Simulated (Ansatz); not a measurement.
# Electric field gradients in WS₃

All numbers below come from DFT PBEsol, scalar-relativistic, plane waves, PAW (Ansatz). Settings: 420 eV plane-wave cutoff, Γ-centred 10×10×10 mesh, Fermi-Dirac smearing of 0.15 eV. No spin polarisation.

Equilibrium structure at this level:
```yaml
crystal:
  lattice:
    - [4.64017, 0.00000, 0.00000]
    - [0.00000, 4.64017, 0.00000]
    - [0.00000, 0.00000, 4.64017]
  atoms:
    - { symbol: W, position: [0.00000, 0.00000, 0.00000] }
    - { symbol: S, position: [0.00000, 0.00000, 0.50000] }
    - { symbol: S, position: [0.00000, 0.50000, 0.00000] }
    - { symbol: S, position: [0.50000, 0.00000, 0.00000] }
```

The cell was built by swapping an element in a database structure (itself possibly hypothetical) and relaxing; it need not be the stable form of this composition. In a metal these results depend on the k mesh and the smearing. A semilocal functional can close a gap that the real compound has. Spin–orbit coupling is left out, which matters for gradients at heavy nuclei.

Problem. Give V_zz (10²¹ V/m²) and the asymmetry η at each distinct site.

Solution.
```json
{"atom": "W (atom 1)", "V_zz": "0.000", "η": "zero by symmetry"}
{"atom": "S (atom 2)", "V_zz": "1.57", "η": "0.00"}
```

Cost: 1 run of about 0.31 core-minutes, on Intel Xeon Processor @ 2.50GHz (Skylake/Cascade Lake) (shared hosts).